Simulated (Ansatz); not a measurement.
LiBr (rock salt, Fm-3m), PBE in the plane-wave PAW code Ansatz. The conduction-band minimum lies at Γ, with 1 equivalent valley. Second derivatives d²E/dk² of the lowest band at one valley (eV·Å²), along Cartesian directions:

```csv
direction,d²E/dk²
[100],21.87
[010],21.87
[001],21.87
[110],21.86
[101],21.86
[011],21.86
```

### Question
Find the principal effective masses, the density-of-states mass and the conductivity mass.

### Answer
Off-diagonal terms follow from H_xy = H[110] − (H_xx + H_yy)/2, and m*/mₑ = 7.620 eV·Å² over each eigenvalue: 0.35, 0.35, 0.35. One valley's DOS mass (m₁m₂m₃)^(1/3) = 0.35, conductivity mass 3/(Σ 1/mᵢ) = 0.35 mₑ.

### Question
What effective density of states Nc follows at 300 K for parabolic valleys?

### Answer
Nc = 2.509e19 × 1 × (0.35)^(3/2) ≈ 5.2e18 cm⁻³.

The PBE relaxation kept the symmetry of its start. Scalar-relativistic: spin–orbit coupling is off unless named, which matters more the heavier the elements.

Potentials: the later of the program's two PAW sets.

Edges and masses are those of Kohn–Sham bands, whose gap is no quasiparticle gap.
